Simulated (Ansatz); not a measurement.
GaPd$_{3}$N (anti-perovskite, space group No. 221) under volume change, PBEsol in the plane-wave PAW code Ansatz, scaled uniformly.

```
V (Å³/atom)  E − E(relaxed) (meV/atom)  P (GPa)
-----------  -------------------------  -------
12.407                            77.7    22.31
12.816                            32.3    13.48
13.225                             7.6     6.12
13.634                             0.0     0.00
14.043                             6.7    -5.08
14.452                            25.2    -9.29
14.861                            53.5   -12.76
```

Problem. What does a third-order Birch–Murnaghan fit give for V₀, B₀ and B′?

Solution. V₀ = 13.63 Å³/atom, B₀ = 185 GPa, B′ = 5.2.

Space group Pm-3m (anti-perovskite). The start of the workflow was typed in or built on a structure type; neither database checked (COD, Materials Project) lists it. Its standing as an ambient phase is unchecked. The PBEsol relaxation kept the symmetry of its start. At this level the phase is dynamically unstable (imaginary phonons). No spin polarisation was allowed. Spin–orbit coupling is left out wherever it is not named.

Potentials: the earlier of the program's two PAW sets. The files were generated under PBE; for other functionals the program regenerates the frozen cores, and for LDA and PBEsol the local potential too.
